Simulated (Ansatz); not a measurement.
LaWN3:
```cif
data_La2N6W2
_chemical_formula_sum 'La2 W2 N6'
_space_group_name_H-M_alt 'P 1'
_space_group_IT_number 1
_cell_length_a 5.58378
_cell_length_b 5.58378
_cell_length_c 5.58378
_cell_angle_alpha 60.588
_cell_angle_beta 60.588
_cell_angle_gamma 60.588
loop_
_space_group_symop_operation_xyz
  'x, y, z'
loop_
_atom_site_label
_atom_site_type_symbol
_atom_site_fract_x
_atom_site_fract_y
_atom_site_fract_z
_atom_site_occupancy
La1 La 0.75000 0.75000 0.75000 1
La2 La 0.25000 0.25000 0.25000 1
W1 W 0.00000 0.00000 0.00000 1
W2 W 0.50000 0.50000 0.50000 1
N1 N 0.30066 0.75000 0.19934 1
N2 N 0.69934 0.25000 0.80066 1
N3 N 0.19934 0.30066 0.75000 1
N4 N 0.80066 0.69934 0.25000 1
N5 N 0.75000 0.19934 0.30066 1
N6 N 0.25000 0.80066 0.69934 1
```

Relaxed with PBEsol.

Problem. Which orbitals make up the states near the Fermi level in PBEsol (plane waves, PAW; program Ansatz)?

Solution. Within 0.5 eV of the Fermi level: N 2p 78 %, W 5d 10 %, La 5d 5 %. Projections are on Löwdin-orthogonalised atomic valence shells; empty p or d shells of many metals are not among them.

Problem. Tabulate the density of states.

Solution. States/eV per cell of 10 atoms, in 0.25 eV bins, energy from the Fermi level.

| E (eV) | total | N 2p | La 4f | W 5d |
|---|---|---|---|---|
| -7.85 | 0.00 | 0.00 | 0.00 | 0.00 |
| -7.60 | 0.00 | 0.00 | 0.00 | 0.00 |
| -7.35 | 0.00 | 0.00 | 0.00 | 0.00 |
| -7.10 | 0.00 | 0.00 | 0.00 | 0.00 |
| -6.85 | 0.00 | 0.00 | 0.00 | 0.00 |
| -6.60 | 0.00 | 0.00 | 0.00 | 0.00 |
| -6.35 | 0.49 | 0.32 | 0.01 | 0.07 |
| -6.10 | 5.72 | 3.33 | 0.03 | 1.59 |
| -5.85 | 4.86 | 2.68 | 0.02 | 1.58 |
| -5.60 | 4.86 | 2.65 | 0.02 | 1.55 |
| -5.35 | 5.44 | 2.92 | 0.03 | 1.72 |
| -5.10 | 5.02 | 2.72 | 0.03 | 1.55 |
| -4.85 | 3.80 | 2.13 | 0.02 | 1.10 |
| -4.60 | 5.36 | 2.95 | 0.03 | 1.58 |
| -4.35 | 10.56 | 5.49 | 0.04 | 3.43 |
| -4.10 | 10.13 | 5.49 | 0.06 | 2.97 |
| -3.85 | 8.57 | 4.92 | 0.07 | 2.20 |
| -3.60 | 7.95 | 4.93 | 0.08 | 1.59 |
| -3.35 | 5.34 | 3.46 | 0.08 | 0.96 |
| -3.10 | 3.90 | 2.68 | 0.08 | 0.59 |
| -2.85 | 2.82 | 1.95 | 0.06 | 0.38 |
| -2.60 | 2.61 | 1.77 | 0.06 | 0.32 |
| -2.35 | 3.03 | 2.12 | 0.07 | 0.30 |
| -2.10 | 3.77 | 2.74 | 0.09 | 0.31 |
| -1.85 | 4.24 | 3.16 | 0.12 | 0.35 |
| -1.60 | 6.74 | 5.13 | 0.22 | 0.58 |
| -1.35 | 8.14 | 6.29 | 0.26 | 0.66 |
| -1.10 | 9.29 | 7.13 | 0.31 | 0.84 |
| -0.85 | 7.23 | 5.72 | 0.24 | 0.50 |
| -0.60 | 4.81 | 3.97 | 0.13 | 0.21 |
| -0.35 | 6.24 | 5.24 | 0.15 | 0.24 |
| -0.10 | 3.14 | 2.58 | 0.09 | 0.19 |
| 0.15 | 0.80 | 0.42 | 0.02 | 0.30 |
| 0.40 | 1.00 | 0.41 | 0.03 | 0.48 |
| 0.65 | 1.26 | 0.48 | 0.05 | 0.63 |
| 0.90 | 1.50 | 0.53 | 0.06 | 0.77 |
| 1.15 | 1.76 | 0.58 | 0.09 | 0.92 |
| 1.40 | 2.09 | 0.64 | 0.13 | 1.09 |
| 1.65 | 2.80 | 0.80 | 0.20 | 1.44 |
| 1.90 | 2.78 | 0.73 | 0.24 | 1.37 |
| 2.15 | 3.95 | 1.00 | 0.43 | 1.91 |
| 2.40 | 4.25 | 0.98 | 0.55 | 1.97 |
| 2.65 | 5.41 | 1.22 | 0.85 | 2.46 |
| 2.90 | 7.35 | 1.47 | 1.76 | 3.06 |
| 3.15 | 10.26 | 1.62 | 3.61 | 3.25 |
| 3.40 | 7.93 | 0.56 | 5.30 | 1.06 |
| 3.65 | 21.29 | 0.52 | 19.00 | 0.79 |
| 3.90 | 53.71 | 1.20 | 49.01 | 1.82 |

Space group R-3c. The first step of the workflow began from a Materials Project structure, measured or hypothetical; the Crystallography Open Database copy checked does not list it. Whether it is the stable phase at ambient conditions was not checked. Symmetry was held in the PBEsol relaxation; its stability against distortions is not shown here. The run is not spin-polarised. Scalar-relativistic: spin–orbit coupling is off unless named, which matters more the heavier the elements.

Potentials: the later of the program's two PAW sets.
